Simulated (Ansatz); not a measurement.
Relaxed-ion elastic tensor of K (bcc (W type), Im-3m) in GPa (Voigt order), PBEsol (plane waves, PAW; program Ansatz); density 0.92 g/cm³, 70.82 Å³ per atom.

```
4.2  3.5  3.5  0.0  0.0  0.0
3.5  4.2  3.5  0.0  0.0  0.0
3.5  3.5  4.2  0.0  0.0  0.0
0.0  0.0  0.0  2.8  0.0  0.0
0.0  0.0  0.0  0.0  2.8  0.0
0.0  0.0  0.0  0.0  0.0  2.8
```

### Question
Is the crystal mechanically stable?

### Answer
Yes: the smallest eigenvalue of C is 0.7 GPa.

### Question
Work out the Voigt, Reuss and Hill averages.

### Answer
K_V = 3.7, K_R = 3.7, K_H = 3.7; G_V = 1.8, G_R = 0.7, G_H = 1.3 GPa.

### Question
Give Young's modulus, Poisson's ratio, Pugh's ratio and the universal anisotropy index.

### Answer
E = 9KG/(3K + G) = 3.5 GPa; ν = 0.35; K/G = 2.90 (ductile by the Pugh limit of 1.75); A_U = 5G_V/G_R + K_V/K_R − 6 = 7.66.

### Question
Estimate the sound speeds and the Debye temperature.

### Answer
v_l = √((K + 4G/3)/ρ) = 2440 m/s, v_t = √(G/ρ) = 1180 m/s, mean 1330 m/s; Θ = (h/k)(3n/4πV)^(1/3) v_m = 95.7 K.

### Question
Give the Zener ratio and Young's modulus along [100], [110] and [111].

### Answer
A = 2C44/(C11 − C12) = 8.27; 1/E = S11 − 2(S11 − S12 − S44/2)Γ with Γ = 0, 1/4, 1/3 gives 1.0, 2.8, 6.8 GPa.

### Question
Solve the Christoffel equation for the three sound speeds along [100], [110], [111].

### Answer
Eigenvalues of C_ijkl n_j n_l equal ρv². In km/s, slowest first: [100] 1.76, 1.76, 2.14; [110] 0.61, 1.76, 2.70; [111] 1.13, 1.13, 2.86.

The PBEsol relaxation kept the symmetry of its start. As this level gives no gap, shear constants depend on the k-mesh and smearing (Fermi–Dirac, 0.1 eV here).

Potentials: the later of the program's two PAW sets.
